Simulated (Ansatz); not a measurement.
CuPt:
Space group R-3m, hexagonal axes (No. 166); a = 2.702 Å, b = 2.702 Å, c = 12.723 Å, α = 90.00°, β = 90.00°, γ = 120.00°

```
atom  site  symmetry       x       y       z
----  ----  --------  ------  ------  ------
Cu      3a       -3m  0.0000  0.0000  0.0000
Pt      3b       -3m  0.0000  0.0000  0.5000
```
(The calculation used a cell of 2 atoms; values per cell refer to that cell.)

Relaxed at zero pressure with plane-wave PAW PBEsol (Ansatz code).

Task: The volume is raised by 6 % and shape and atoms relax at that volume. What pressure results, and how do the axes share the change?

Result: -11.4 GPa; a 1.8 %, b 1.8 %, c 2.3 %; the energy rises by 30 meV/atom.

Task: Give the new structure.

Result: 
Space group R-3m, hexagonal axes (No. 166); a = b = 2.750 Å, c = 13.013 Å, α = β = 90.00°, γ = 120.00°

| atom | site | symmetry | x | y | z |
|---|---|---|---|---|---|
| Cu | 3a | -3m | 0.0000 | 0.0000 | 0.0000 |
| Pt | 3b | -3m | 0.0000 | 0.0000 | 0.5000 |

The phase is kept; no other phase was compared at this pressure.

The workflow started from a Materials Project entry (that database holds measured and hypothetical structures alike); the Crystallography Open Database copy checked does not list it. With Cu and Pt taken as one species the cell has the higher symmetry Fm-3m, so it may be an ordered model of a mixed-site phase. Whether it is the stable phase at ambient conditions was not checked. The PBEsol relaxation kept the symmetry of its start; of distortions, only those at the zone centre were tested. The run is not spin-polarised. Axis ratios of metals converge slowly with the k-mesh, so a and c are less sure than the volume. Spin–orbit coupling is left out wherever it is not named.

Potentials: the later of the program's two PAW sets.
